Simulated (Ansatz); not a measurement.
The start is a generated trial cell of ZrO2 in the cotunnite structure type. The cell and all atomic positions are relaxed at zero pressure with r2SCAN (plane waves to 500 eV, PAW, scalar-relativistic; Ansatz, a program for electronic structure). The first steps use a coarse 4×6×3 k-mesh.

The start:
```
ZrO2
1.0
    5.65482     0.00000     0.00000
    0.00000     3.36466     0.00000
    0.00000     0.00000     6.71211
Zr O
4 8
Cartesian
  4.17156   0.84117   3.99975
  1.34415   0.84117   6.06842
  1.48326   2.52350   2.71236
  4.31067   2.52350   0.64369
  3.53426   0.84117   6.18655
  0.70685   0.84117   3.88161
  2.12056   2.52350   0.52556
  4.94797   2.52350   2.83050
  2.94164   0.84117   2.26198
  0.11423   0.84117   1.09407
  2.71318   2.52350   4.45013
  5.54059   2.52350   5.61804
```

### Question
Which atoms feel the largest initial force, and how large is it?

### Answer
1.30 eV/Å, on O5, O6, O7, O8 (atoms numbered as listed).

### Question
By how much does the energy per atom fall from start to end?

### Answer
0.063 eV/atom.

### Question
How does the volume change?

### Answer
-5.0 %, from 10.64 to 10.11 Å³/atom.

### Question
Is the relaxed structure metallic? Give its gap.

### Answer
3.45 eV, direct at Γ (no spin-orbit coupling).

### Question
What does it relax into? Give the structure.

### Answer

Space group Pnma (No. 62); a = 5.5771 Å, b = 3.3496 Å, c = 6.4969 Å, α = 90.00°, β = 90.00°, γ = 90.00°

| atom | site | symmetry | x | y | z |
|---|---|---|---|---|---|
| Zr | 4c | .m. | 0.2478 | 0.7500 | 0.3914 |
| O | 4c | .m. | 0.1394 | 0.2500 | 0.5757 |
| O | 4c | .m. | 0.0234 | 0.2500 | 0.1601 |

The space group stays Pnma (No. 62) (the run could not lower it); the end is AFLOW prototype A2B_oP12_62_2c_c (C23, as in PbCl2), with 12 atoms in the primitive cell. Final values are on a 5×8×4 k-mesh of the relaxed cell. No spin polarisation in the result.

The run could not lose the symmetry of its start.

The first start was generated by placing the elements on the sites of a structure type. Materials Project lists a structure of ZrO2 in the same space group, Pnma (No. 62); the sites were not compared with it, nor with measured phases. Known forms of ZrO2 include space group No. 14, 137, 225.
